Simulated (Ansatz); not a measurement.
**Question.** CaO (zinc blende, space group No. 216) is relaxed with PBE (plane waves, PAW; program Ansatz). What lattice parameters of the conventional cell result?

**Answer.** a = 5.243 Å.

**Question.** Is it a metal or does it have a gap at this level?

**Answer.** A gap of 3.27 eV, indirect.

Space group F-43m (zinc blende). The start of the workflow was typed in or built on a structure type; neither database checked (COD, Materials Project) lists it. It is not the phase usual at ambient conditions (space group No. 225). Symmetry was held in the PBE relaxation; its stability against distortions is not shown here.

Potentials: the later of the program's two PAW sets.
